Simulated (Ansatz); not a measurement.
**YHg, a database entry at a rescaled volume**

```
Y Hg
1.0
     3.73017    0.00000    0.00000
     0.00000    3.73017    0.00000
     0.00000    0.00000    3.73017
Y Hg
1 1
Direct
  0.50000 0.50000 0.50000
  0.00000 0.00000 0.00000
```

Method: r2SCAN, no spin polarisation; PAW, plane waves to 500 eV, 9×9×9 Γ-centred mesh, fermi-dirac occupations (width 0.0277 eV) (Ansatz 0.2.0), atoms fixed.

Stress: The pressure is -1.4 GPa (compression positive), so with the atoms held at these fractions the cell would first shrink.
Electronic structure: It is a metal, with about 1.5 states/eV a cell as the mean within 0.25 eV of the Fermi level, mostly Y d (75 %).
Forces: The forces vanish by the symmetry of the sites.
Contacts: Y–Hg at 3.23 Å: least valence density 0.14 e/Å³ and ELF 0.13 there. Y–Y at 3.73 Å: least valence density 0.07 e/Å³ and ELF 0.11 there. Hg–Hg at 3.73 Å: least valence density 0.12 e/Å³ and ELF 0.31 there. Both are smooth PAW fields, read partly inside the augmentation spheres.

Origin: a database entry at a rescaled volume.
